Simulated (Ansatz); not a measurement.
Values for one crystal, relaxed and computed with DFT-r²SCAN in the program Ansatz with PAW potentials; other levels are named.

* **Volume per atom**: 13.26 Å³
* **Electronic character**: metallic (no gap)
* **Bulk modulus (Birch–Murnaghan fit)**: 192 GPa
* **Density of states at the Fermi level**: 1.6 states/eV per atom (mean over ±0.08 eV)
* **Pressure derivative B′**: 3.6

Q: Which of these materials gives this?
(A) V, simple rhombohedral
(B) Cr, β-Sn type
(C) Li, hcp (Mg type)
(D) Sn, hcp (Mg type)

A: A, V, simple rhombohedral

Space group R-3m (simple rhombohedral). The start of the workflow was typed in or built on a structure type; neither database checked (COD, Materials Project) lists it. It is not the phase usual at ambient conditions (space group No. 229). Symmetry was held in the r²SCAN relaxation; its stability against distortions is not shown here. The workflow began spin-polarised and lost its moments. The cell computed holds one magnetic atom, so no antiferromagnetic order was within reach. The volume moved by 25 % from the start of the relaxation.

Potentials: the later of the program's two PAW sets.
